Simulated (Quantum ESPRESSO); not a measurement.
```
CaSe
1.0
    0.00000     2.93345     2.93345
    2.93345     0.00000     2.93345
    2.93345     2.93345     0.00000
Ca Se
1 1
Cartesian
  0.00000   0.00000   0.00000
  2.93345   2.93345   2.93345
```

Cell and atoms were relaxed with PBEsol from Materials Project entry mp-1415, within its symmetry.

Task: What does PBEsol (Quantum ESPRESSO, PseudoDojo norm-conserving, 86 Ry, with spin-orbit coupling) give for the electronic structure near the Fermi level?

Result: The PBEsol gap is indirect, 1.74 eV, from Γ to X; the smallest direct gap is 2.73 eV.
